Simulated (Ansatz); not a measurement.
Data:

Si2MoN4:
```cif
data_Mo2N8Si4
_chemical_formula_sum 'Mo2 N8 Si4'
_space_group_name_H-M_alt 'P63/mmc'
_space_group_IT_number 194
_space_group_name_Hall '-P 6c 2c'
_cell_length_a 2.88715
_cell_length_b 2.88715
_cell_length_c 20.82811
_cell_angle_alpha 90.000
_cell_angle_beta 90.000
_cell_angle_gamma 120.000
loop_
_atom_site_label
_atom_site_type_symbol
_atom_site_symmetry_multiplicity
_atom_site_Wyckoff_symbol
_atom_site_fract_x
_atom_site_fract_y
_atom_site_fract_z
_atom_site_occupancy
Mo1 Mo 2 c 0.33333 0.66667 0.25000 1
N1 N 4 f 0.66667 0.33333 0.19033 1
Si1 Si 4 f 0.66667 0.33333 0.10714 1
N2 N 4 e 0.00000 0.00000 0.08340 1
```

This is the r²SCAN+D4-relaxed structure.

**Question.** All from the program Ansatz at the r²SCAN+D4 level (PAW), unless another level is named. Estimate the band gap.

**Answer.** 1.84 eV (indirect).

**Question.** And the smallest direct gap on the standard path?

**Answer.** 2.23 eV.

**Question.** Give the hole effective mass.

**Answer.** 1.1, 1.1, 1.4 mₑ (principal values).

**Question.** Next, the weight of the conduction-edge state by species (Voronoi cells)?

**Answer.** Mo 78 %, N 22 %.

**Question.** And the conduction-band minimum?

**Answer.** on the H–K line, 6 % of the way from H (4 equivalent valleys).

Space group P6_3/mmc. The start of the workflow was typed in or built on a structure type; neither database checked (COD, Materials Project) lists it. Whether it is the stable phase at ambient conditions was not checked. The cell was relaxed with r²SCAN+D4 under the symmetry of its start; its stability against distortions is not shown here. The workflow began spin-polarised and lost its moments. Scalar-relativistic: spin–orbit coupling is off unless named, which matters more the heavier the elements.

Potentials: the earlier of the program's two PAW sets.
